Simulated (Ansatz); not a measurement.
KLuS2:
```
KLuS2
1.0
    1.97591     1.14079     7.30261
   -1.97591     1.14079     7.30261
    0.00000    -2.28159     7.30261
Lu K S
1 1 2
Direct
  0.50000   0.50000   0.50000
  0.00000   0.00000   0.00000
  0.23308   0.23308   0.23308
  0.76692   0.76692   0.76692
```

r²SCAN (plane waves, PAW; program Ansatz) gives a gap of 2.70 eV without spin–orbit coupling, maximum at Γ, minimum at F.

**Question.** What happens when spin–orbit coupling is switched on?

**Answer.** The gap drops by 0.05 eV, to 2.65 eV; maximum at Γ, minimum at F.

**Question.** Give the electron effective mass with spin–orbit coupling.

**Answer.** 0.30, 0.52, 1.8 mₑ (principal values).

**Question.** Give the hole effective mass with spin–orbit coupling.

**Answer.** 0.37, 0.37, 2.7 mₑ (principal values).

Space group R-3m. The workflow started from an entry of the Crystallography Open Database (COD, 301 K). Whether it is the stable phase at ambient conditions was not checked. The r²SCAN relaxation kept the symmetry of its start; its stability against distortions is not shown here.

Potentials: the later of the program's two PAW sets.
